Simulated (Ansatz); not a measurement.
## Kick test of a cell of LaBe

The structure comes from a generated guess, relaxed at this level; another structure or a mixture of phases may lie lower.

These are results of DFT PBE, scalar-relativistic, plane waves, PAW in Ansatz, not measurements. Settings: cutoff 420 eV, Γ-centred mesh 16×16×16 on the computed 2-atom cell, Gaussian smearing of 0.10 eV; no spin polarisation.

The cell below (2 atoms, space group Pm-3m (No. 221)) is relaxed within its symmetry.

```yaml
crystal:
  lattice:
    - [3.59863, 0.00000, 0.00000]
    - [0.00000, 3.59863, 0.00000]
    - [0.00000, 0.00000, 3.59863]
  atoms:
    - { symbol: La, position: [0.00000, 0.00000, 0.00000] }
    - { symbol: Be, position: [0.50000, 0.50000, 0.50000] }
```

For the test a repeat of it with 4 atoms (edges 3.60, 3.60, 7.20 Å) was strained at random (σ = 1.5 % a component), the atoms were moved at random (σ = 0.05 Å), and all was relaxed again on a coarse 6×6×4 mesh (in the run’s order of axes) with 0.20 eV smearing, with no symmetry imposed.

**Question.** Does it come back?

**Answer.** It returns, within 1 meV/atom of the unmoved cell on that mesh and with the same symmetry when read at 0.1 Å. No instability shows in this cell; modes of other wave vectors, which need another repeat, aren't tested.
